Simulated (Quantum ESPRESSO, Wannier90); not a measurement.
## Tight-binding from DFT: SnO$_{2}$ (Pnnm)

```xyz
6
Lattice="4.7880 0.0000 0.0000 0.0000 4.8666 0.0000 0.0000 0.0000 3.2409" Properties=species:S:1:pos:R:3 pbc="T T T"
Sn     2.3940     2.4333     1.6204
Sn     0.0000     0.0000     0.0000
O      1.3974     1.5624     0.0000
O     -1.3974    -1.5624     0.0000
O     -0.9966     0.8709     1.6204
O      0.9966    -0.8709     1.6204
```

Materials Project entry mp-550172; symmetrised, unrelaxed at this level. Not found in the COD (Crystallography Open Database) copy used, which has the formula in other groups; not checked further. Method: LDA plane waves in Quantum ESPRESSO 7.5 (PseudoDojo norm-conserving files, 68 Ry, no spin polarisation, no spin-orbit coupling), Bloch states on a 6×6×4 mesh through Γ, Wannier90 4.0.1. Density: 6×6×10 mesh, Gaussian smearing 0.01 Ry. Spin-orbit coupling is left out although heavy elements are present.

Functional, cutoff and mesh named above are those of the base row (1); the first column says what each row takes instead. Model: 16 functions from bands 11-26, start SCDM (isolated) (the valence bands). Energies are relative to the valence-band maximum; the misfit is to pw.x on a path, for all bands of the set. The lattice is scaled uniformly, fractional positions fixed. Ω_total can sit in another minimum from row to row; Ω_I of an isolated set cannot. A star marks runs that hit the step limit.

```
scale  Ω_I (Å²)  Ω_total (Å²)  rms misfit (meV)  gap (eV)  bottom of band 11 (eV)
-----  --------  ------------  ----------------  --------  ----------------------
0.98      13.41        15.23*               8.0      1.28                  -18.70
0.99      13.35        15.19*               8.6      0.95                  -18.52
1         13.36         15.24               9.3      0.66                  -18.34
1.01      13.47        15.45*                11      0.41                  -18.16
1.02      13.69        15.78*                13      0.26                  -17.97
```
